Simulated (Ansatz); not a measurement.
MgZnO$_{2}$ in space group P3m1 (No. 156; Mg on 1b, Zn on 1c, O on 1b, O on 1c), plane-wave PAW LDA (Ansatz code), all energies at zero smearing, with the estimated change up to a 700 eV cutoff added, with one set of potentials and settings (totals compare only within such a set). Cell of 4 atoms (1 Mg, 1 Zn, 2 O): -6261.796 eV.

| element | reference phase | E (eV/atom) |
|---|---|---|
| Mg | P6_3/mmc, 2 atoms in the cell | -1901.6031 |
| Zn | P6_3/mmc, 2 atoms in the cell | -3246.2618 |
| O | C2/m, 4 atoms in the cell, spin-polarised | -552.6518 |

Formation energy per atom, worked out: (-6261.796 − 1×(-1901.6031) − 1×(-3246.2618) − 2×(-552.6518))/4 = -2.157 eV/atom (-208 kJ per mol of atoms), at 0 K, without zero-point energy or fitted corrections.

The workflow started from a Materials Project entry (that database holds measured and hypothetical structures alike); the Crystallography Open Database copy checked does not list it. With Mg and Zn taken as one species the cell has the higher symmetry P6_3mc, so it may be an ordered model of a mixed-site phase. Its standing as an ambient phase is unchecked. The LDA relaxation kept the symmetry of its start; phonons on a q-mesh show no instability. The references are the lowest solids computed at this level, not always the standard phases (solids in place of the gases).

Potentials: the later of the program's two PAW sets.
